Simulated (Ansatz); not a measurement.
Ansatz input

```yaml
crystal:
  lattice:
    - [2.4670940967, 0.0, 0.0]
    - [-1.2335470484, 2.1365661612, 0.0]
    - [0.0, 0.0, 3.8930150187]
  atoms:
    - { symbol: Fe, position: [0.3333333333, 0.6666666667, 0.25], spin: 2.5 }
    - { symbol: Fe, position: [0.6666666667, 0.3333333333, 0.75], spin: -2.5 }
hamiltonian:
  xc: mr2scan
  pseudopotentials:
    kind: paw
    azcp:
      Fe: "pseudopotentials/Fe.paw.azcp"
basis:
  ecutwfc: 500
  fft_grid_basis: typed
kpoints:
  mp_grid: { grid: [17, 17, 9], shift: [0, 0, 0] }
magnetization:
  spin_polarized: true
scf:
  occupations: { method: fermi_dirac, width: 0.05 }
  lower_state_search: "off"
output:
  stress: true
```

Output

```
Engine: ansatz 0.2.0, aarch64-unknown-linux-gnu
Pseudopotentials: kind: paw
Pseudopotential: Fe, paw, valence charge 16, recommended cutoff 500 eV (meta_gga) 
Functional definition: m-r2SCAN
  exchange = m_r2scan_x
  correlation = m_r2scan_c
Crystal: 2 atoms, lattice volume = 20.521 Å³
Basis set: ecut = 500 eV, 537 PW (Γ), exchange–correlation on 72×72×120 points (64 copies of the dense FFT grid, shifted against one another)
Bands: 23, of which v1, the nominal top of the filled ones, is band 16 counted from 1 (15 counted from 0)
Symmetry: 12 space group operations
Space group: P-6m2 (ITA 187), of the structure as read, at distance tolerance 2.7e-5 Å
Magnetic group: BNS 194.267 (UNI 1497), of the structure as read, at distance tolerance 2.7e-5 Å
k-points: 165 of 2601 (time reversal used)
Non-local potential: Fe, projectors of the file, l = 0: 3, l = 1: 2, l = 2: 3, l = 3: 1
PAW form: soft (Blöchl's): semilocal exchange-correlation on the pseudo side does not see the compensation charge
PAW frozen core: Fe, regenerated for the run's functional (the file was generated under x = pbe(κ = 0.804, μ = 0.2195149727645171), c = pbe(β = 0.06672455060314922))
PAW one-centre angular grid: Fe, 590 points (default); XC on 160 Gauss nodes
Initial density: superposition of atomic densities (chi_scale 0.1, normalization cell)
Starting moments: Σ|m| = 5 μB on 2 of 2 sites
Starting magnetic order: antiferromagnet; an inversion exchanges its spin sublattices: spin-degenerate at every k-point
Initial wavefunctions: pseudopotential atomic-orbital guess
Functional: x = mr2scan, c = mr2scan; τ floored in thin density (d = 2e-4 eV/Å³)
SCF iter   1: F=-8969.317816 eV  HF=-8969.985800 eV  |F-HF|=6.68e-1  |Δ(HF+E_count)|=         —  Δρ=9.06e-2 (↑9.06e-2 ↓9.06e-2)  dr2=1.46e0  dr2_τ=6.82e-2  dr2_m=9.82e-1  M=-0.000 μB ∫|m|=3.535 μB  β_m=0.30  ethr=3.10e-3  ⟨swp⟩=5.4  Hψ=32195  notcnv=0  defer=19
SCF iter   2: F=-8970.061848 eV  HF=-8969.980393 eV  |F-HF|=8.15e-2  |Δ(HF+E_count)|=   5.41e-3  Δρ=5.77e-2 (↑5.77e-2 ↓5.77e-2)  dr2=2.17e-1  dr2_τ=2.11e-2  dr2_m=5.45e-1  M=-0.000 μB ∫|m|=3.473 μB  β_m=0.30  ethr=3.10e-3  ⟨swp⟩=2.6  Hψ=13940  notcnv=0  defer=262  κ⁻¹=1.0e0(r=1)
SCF iter   3: F=-8970.170491 eV  HF=-8970.047458 eV  |F-HF|=1.23e-1  |Δ(HF+E_count)|=   6.71e-2  Δρ=4.80e-2 (↑4.80e-2 ↓4.80e-2)  dr2=2.68e-2  dr2_τ=1.08e-2  dr2_m=4.24e-1  M=0.000 μB ∫|m|=3.317 μB  β_m=0.30  ethr=6.78e-4  ⟨swp⟩=2.7  Hψ=14182  notcnv=0  defer=262  κ⁻¹=4.2e-3(r=2)
SCF iter   4: F=-8970.213757 eV  HF=-8970.113618 eV  |F-HF|=1.00e-1  |Δ(HF+E_count)|=   6.62e-2  Δρ=4.33e-2 (↑4.29e-2 ↓4.33e-2)  dr2=1.65e-3  dr2_τ=7.80e-3  dr2_m=3.48e-1  M=-0.000 μB ∫|m|=3.165 μB  β_m=0.30  ethr=8.37e-5  ⟨swp⟩=2.9  Hψ=16178  notcnv=0  defer=262  κ⁻¹=4.4e-4(r=3)
SCF iter   5: F=-8970.232886 eV  HF=-8970.172855 eV  |F-HF|=6.00e-2  |Δ(HF+E_count)|=   5.92e-2  Δρ=4.38e-2 (↑4.38e-2 ↓3.69e-2)  dr2=1.18e-2  dr2_τ=6.23e-3  dr2_m=3.06e-1  M=0.005 μB ∫|m|=3.012 μB  β_m=0.30  ethr=5.16e-6  ⟨swp⟩=2.9  Hψ=18359  notcnv=0  defer=243  κ⁻¹=4.4e-4(r=4)
SCF iter   6: F=-8970.267513 eV  HF=-8970.213027 eV  |F-HF|=5.45e-2  |Δ(HF+E_count)|=   4.02e-2  Δρ=3.82e-2 (↑3.82e-2 ↓3.82e-2)  dr2=6.57e-4  dr2_τ=5.16e-3  dr2_m=2.74e-1  M=-0.000 μB ∫|m|=2.864 μB  β_m=0.30  ethr=5.16e-6  ⟨swp⟩=2.2  Hψ=14981  notcnv=0  defer=209  κ⁻¹=1.0e-5(r=5)
SCF iter   7: F=-8970.287489 eV  HF=-8970.244522 eV  |F-HF|=4.30e-2  |Δ(HF+E_count)|=   3.15e-2  Δρ=3.59e-2 (↑3.58e-2 ↓3.59e-2)  dr2=1.29e-3  dr2_τ=4.35e-3  dr2_m=2.41e-1  M=0.000 μB ∫|m|=2.728 μB  β_m=0.30  ethr=2.05e-6  ⟨swp⟩=2.3  Hψ=15901  notcnv=0  defer=190  κ⁻¹=1.8e-6(r=6)
...
iter 31 did not close the SCF: its close was put off for a magnetic moment that had not settled (scf_convergence_deferred on its scf_iter line)
SCF iter  31: F=-8970.449942 eV  HF=-8970.449942 eV  |F-HF|=6.02e-10  |Δ(HF+E_count)|=   1.50e-9  Δρ=4.48e-7 (↑4.48e-7 ↓4.13e-7)  dr2=2.82e-12  dr2_τ=2.02e-13  dr2_m=3.28e-11  M=-0.000 μB ∫|m|=0.000 μB  β_m=1.20  ethr=1.00e-12  ⟨swp⟩=1.0  Hψ=19944  notcnv=0  κ⁻¹=3.2e-6(r=8)
SCF iter  32: F=-8970.449942 eV  HF=-8970.449942 eV  |F-HF|=3.33e-10  |Δ(HF+E_count)|=  3.62e-10  Δρ=3.44e-7 (↑3.44e-7 ↓3.15e-7)  dr2=2.84e-12  dr2_τ=1.16e-13  dr2_m=1.84e-11  M=-0.000 μB ∫|m|=0.000 μB  ethr=1.00e-12  ⟨swp⟩=1.0  Hψ=16501  notcnv=0
WARN: the starting moments were not kept: the SCF closed with an absolute magnetisation of 3.7e-5 μB, where they sum to 5 μB in size (2 sites). That is at most 0.1 of that sum. Measured as dr2_m measures the in/out step, that magnetisation stands 1.2e-9 eV from none, at or under the dr2_threshold of 1.0e-7 eV: it is no larger than a step whose dr2_m would equal this threshold. The system may hold no moment; this SCF shows only that its start led to no more than that. To try another start: raise the starting moments (crystal.atoms[].spin, magnetization.per_species, magnetization.initial_magnetization, or on a non-collinear deck that types none of these the spinor_matrix: blocks that start its atoms; where the total moment is fixed, keep their sum and leave initial_magnetization as it is; typed ones take the place of any that the run laid by itself, positive ones on a crystal's lanthanoids without a Hubbard term where scf.initial_density.shell_occupations: [] is typed) or, if the notice of its spin-set hold's release reads "site moments contracting" or "site moments show no strong build", lengthen the hold (scf.mixing.spin_hold: { on: { confirm: 4 } }; for m-r²SCAN on two components see the key's manual first). Each may lead to a state that holds a moment. A second SCF, from the converged charge density, with the starting moments and any scf.initial_density.shell_occupations laid on it anew, would have followed, and was not run: the deck does not ask for one (magnetization.retry_lost_moments is false, the default). To let it run, set magnetization.retry_lost_moments: true and run the deck again, where that key's refused combinations let it; where memory then withholds it, that run's warning says so.
SCF 1 converged in 32 iterations: F = -8970.449942 eV  dr2 = 2.84e-12
this state was not tested for a lower state beside it, because the mixer in use, unlike msr1, does not test its closes by its own steps (another_mixer; see scf.mixing.algorithm and scf.lower_state_search)
SCF converged after 32 iterations
Magnetization: -0.0000 μB (16.0000 up, 16.0000 down)
Absolute magnetization: 0.0000 μB (∫|ρ↑−ρ↓|, with the PAW one-centre terms)
Spin contamination: 0.0000 ħ² per cell (⟨S²⟩ above its minimum at these occupations)
Per-site moments (μB) at R_I (Å): [(-1.776445999386113e-5, 0.9949498783946892), (-1.6518325296442178e-5, 0.9949498783946892)]
Free energy (F): -8970.449942 eV
Harris-Foulkes:  -8970.449942 eV  (|F-HF|=3.33e-10)
Internal energy: -8970.429433 eV  (E = F + TS)
E sigma→0 (E₀):  -8970.439688 eV
Entropy (-TS):   -0.020509 eV (-10.255 meV/atom)
Fermi energy:    20.736335 eV
--- Per-component energies (eV) ---
  E_band       = -402.084116
  E_kinetic    = 709.907977
  E_local      = -3870.467046  (includes V_loc(G=0)·N_el)
  E_nonlocal   = 430.914379
  E_hartree    = 1637.421180
  E_xc         = -229.590638
  E_vxc        = -341.226776  (∫ρ·V_xc dr)
  E_paw        = -2749.278623  (= ΣΔE_a)
  E_vpaw       = -630.770124  (= ΣTr[D̂ρ^β])
  E_aug_tail   = 0.000550  (compensation charges beyond the density's cutoff)
  E_vtau       = 24.714575  (kinetic-family band-sum trace: ∫τ·v_τ [+ j·A + Jᵃ·Aᵃ] dr)
  E_ewald      = -4898.758263
  E_core_change = -0.578950  (= ΣΔE_core)
  E_smearing   = -0.020509  (= −TS)
  E_closure    = 0.000000  (closes the sum)
  Σ components = -8970.449942   (vs F -8970.449942, Δ=0.00e0)
--- Stress (GPa, compression-positive) ---
      -11.538708       0.000000       0.000000
        0.000000     -11.538708       0.000000
        0.000000       0.000000     -11.802335
  P = ⅓ Tr σ = -11.6266 GPa (-116.266 kbar)
```

Launched by

```sh
ansatz run input.yaml --threads 2 --pin off --max-ram 5120MiB --backend cpu --events-out ev --progress --plain --runs-dir out
```

On 2 threads of Arm Neoverse V1 (shared host) this took about 61 s of wall time and 120 s of CPU time.
